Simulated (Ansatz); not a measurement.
Ti₅Ge₃:
```cif
data_Ge6Ti10
_chemical_formula_sum 'Ge6 Ti10'
_space_group_name_H-M_alt 'P63/mcm'
_space_group_IT_number 193
_space_group_name_Hall '-P 6c 2'
_cell_length_a 7.49779
_cell_length_b 7.49779
_cell_length_c 5.14652
_cell_angle_alpha 90.000
_cell_angle_beta 90.000
_cell_angle_gamma 120.000
loop_
_atom_site_label
_atom_site_type_symbol
_atom_site_symmetry_multiplicity
_atom_site_Wyckoff_symbol
_atom_site_fract_x
_atom_site_fract_y
_atom_site_fract_z
_atom_site_occupancy
Ge1 Ge 6 g 0.38992 0.38992 0.25000 1
Ti1 Ti 4 d 0.33333 0.66667 0.00000 1
Ti2 Ti 6 g 0.25035 0.25035 0.75000 1
```

Relaxed with PBEsol.

Question: Which orbitals make up the states near the Fermi level in PBEsol in the plane-wave PAW code Ansatz?

Answer: Within 0.5 eV of the Fermi level: Ti 3d 92 %. Projections are on Löwdin-orthogonalised atomic valence shells; empty p or d shells of many metals are not among them.

Question: Tabulate the density of states.

Answer: States/eV per cell of 16 atoms, in 0.25 eV bins, energy from the Fermi level.

```tsv
E (eV)	total	Ti 3d	Ge 4p	Ti 4s
-7.85	2.27	0.43	0.11	0.13
-7.60	1.52	0.29	0.04	0.05
-7.35	0.00	0.00	0.00	0.00
-7.10	0.00	0.00	0.00	0.00
-6.85	0.00	0.00	0.00	0.00
-6.60	0.00	0.00	0.00	0.00
-6.35	0.00	0.00	0.00	0.00
-6.10	0.00	0.00	0.00	0.00
-5.85	0.00	0.00	0.00	0.00
-5.60	0.00	0.00	0.00	0.00
-5.35	0.04	0.00	0.02	0.01
-5.10	1.35	0.20	0.66	0.36
-4.85	6.46	1.14	3.23	1.50
-4.60	8.22	1.73	4.33	1.52
-4.35	9.64	2.42	4.95	1.40
-4.10	5.92	1.70	2.93	0.72
-3.85	2.85	0.81	1.41	0.35
-3.60	5.68	1.71	2.82	0.65
-3.35	8.29	2.75	4.18	0.79
-3.10	7.84	2.86	4.02	0.55
-2.85	8.49	3.20	4.34	0.58
-2.60	14.45	5.94	7.32	0.63
-2.35	14.08	5.93	7.26	0.34
-2.10	6.89	2.83	3.36	0.30
-1.85	10.73	5.55	4.10	0.58
-1.60	20.74	12.15	6.96	0.77
-1.35	12.68	7.50	4.18	0.41
-1.10	15.79	12.69	1.50	0.78
-0.85	14.85	12.87	0.92	0.43
-0.60	15.17	14.05	0.47	0.11
-0.35	9.90	9.02	0.46	0.11
-0.10	8.77	8.04	0.33	0.12
0.15	11.23	10.29	0.37	0.13
0.40	24.42	22.51	0.57	0.32
0.65	11.23	10.20	0.41	0.19
0.90	10.65	9.76	0.48	0.11
1.15	12.02	11.16	0.39	0.11
1.40	17.98	16.91	0.40	0.15
1.65	27.73	26.27	0.55	0.16
1.90	16.84	15.96	0.37	0.09
2.15	20.17	19.14	0.61	0.10
2.40	18.12	16.83	0.63	0.11
2.65	18.87	17.49	0.86	0.17
2.90	22.10	19.31	1.42	0.41
```

Space group P6_3/mcm. The workflow started from an entry of the Crystallography Open Database (COD). Whether it is the stable phase at ambient conditions was not checked. The cell was relaxed with PBEsol under the symmetry of its start; whether a distortion lowers the energy is not shown. No spin polarisation was allowed. Spin–orbit coupling is left out wherever it is not named.

Potentials: the later of the program's two PAW sets.
